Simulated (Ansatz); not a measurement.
# CdI2-type SmF2

Computed with Ansatz (plane waves, PAW, 420 eV cutoff): PBEsol, scalar-relativistic, collinear spin, Γ-centred 10×10×6 mesh, 0.05 eV Gaussian smearing. The datasets are Ansatz's generated set soft_2.

Space group P-3m1 (No. 164). a = 3.876 Å, b = 3.876 Å, c = 4.542 Å, α = 90.00°, β = 90.00°, γ = 120.00°
```tsv
atom	site	symmetry	x	y	z
Sm	1a	-3m.	0.0000	0.0000	0.0000
F	2d	3m.	0.3333	0.6667	0.1974
```

The cell came from substitution into a structure type; whether the compound takes it is for experiment to say.

Magnetic state: ferromagnetic, site spin moments Sm 5.58 μB.

Question: Which orbitals carry the states at the Fermi level, and how many states are there?

Answer: Within 0.1 eV of it: Sm 4f 94 % (shares among the projected shells). The Fermi level sits on a steep edge: the density of states is 13.8, 8.0 and 8.8 states/eV per cell at −0.1, 0 and +0.1 eV.

Density of states (tetrahedra, averaged over 0.4 eV; states/eV per cell of 3 atoms; energy in eV from the Fermi level):

| E (eV) | DOS |
| --- | --- |
| -6.45 | 0.3 |
| -6.05 | 0.0 |
| -5.65 | 0.0 |
| -5.25 | 0.0 |
| -4.85 | 0.0 |
| -4.45 | 0.0 |
| -4.05 | 0.0 |
| -3.65 | 0.0 |
| -3.25 | 0.0 |
| -2.85 | 0.0 |
| -2.45 | 0.0 |
| -2.05 | 0.0 |
| -1.65 | 0.0 |
| -1.25 | 0.0 |
| -0.85 | 0.0 |
| -0.45 | 7.8 |
| -0.05 | 10.0 |
| 0.35 | 0.8 |
| 0.75 | 0.6 |
| 1.15 | 1.1 |
| 1.55 | 1.6 |
| 1.95 | 2.1 |
| 2.35 | 2.3 |
| 2.75 | 3.1 |
| 3.15 | 4.2 |
| 3.55 | 7.5 |
| 3.95 | 10.9 |

Formal charges Sm²⁺, F⁻ leave Sm²⁺ with an open 4f⁶ shell. Nothing in this functional splits the part-filled shell enough, so f states lie at the Fermi level.

Without a U or exact exchange the f states pile up at the Fermi level, so the metal found here may be the functional's error. For elements this heavy, spin–orbit coupling would shift levels and gaps; it isn't included here. The run wasn't fully tested for a lower electronic state. Site moments are of spin, integrated over atomic spheres. For an f⁶ shell, the formal count of Sm here, Hund's rules give L = S = 3 and J = 0, a non-magnetic ion. Spin-polarised DFT, with or without U, favours a large spin moment instead, a known failure, so moments and magnetic energies here aren't predictions. No antiparallel order was tried.

The state of the open shells isn't shown to be the lowest, and forces and pressures are less sure for it.
